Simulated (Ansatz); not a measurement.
The relaxed structure here is a generated cell of V3Si: the first start was made by placing the elements on the sites of a structure type, and the end was not matched to a known phase here, so it may be hypothetical. Known forms of V3Si include space group No. 223.

The end point of a relaxation of V$_{3}$Si. Space group Fm-3m (No. 225), AFLOW prototype AB3_cF16_225_a_bc (D0_3, as in BiF3). Calculation: PBEsol (plane waves to 420 eV, PAW, scalar-relativistic; Ansatz, a first-principles code).

```xyz
4
Lattice="0.0000 2.9305 2.9305 2.9305 0.0000 2.9305 2.9305 2.9305 0.0000" Properties=species:S:1:pos:R:3 pbc="T T T"
Si     0.0000     0.0000     0.0000
V      2.9305     2.9305     2.9305
V      1.4652     1.4652     1.4652
V      4.3957     4.3957     4.3957
```

Question: What is the computed magnetic moment (PBEsol)?

Answer: Zero (the starting moments vanished).

No spin polarisation in the result: the starting moments vanished. The relaxed primitive cell holds an odd number of electrons. A magnetic state may lie lower.

The run could not lose the symmetry of its start; a randomly shaken copy of 8 atoms returns to this structure.

All atoms sit on sites fixed by symmetry, so only the cell could relax.
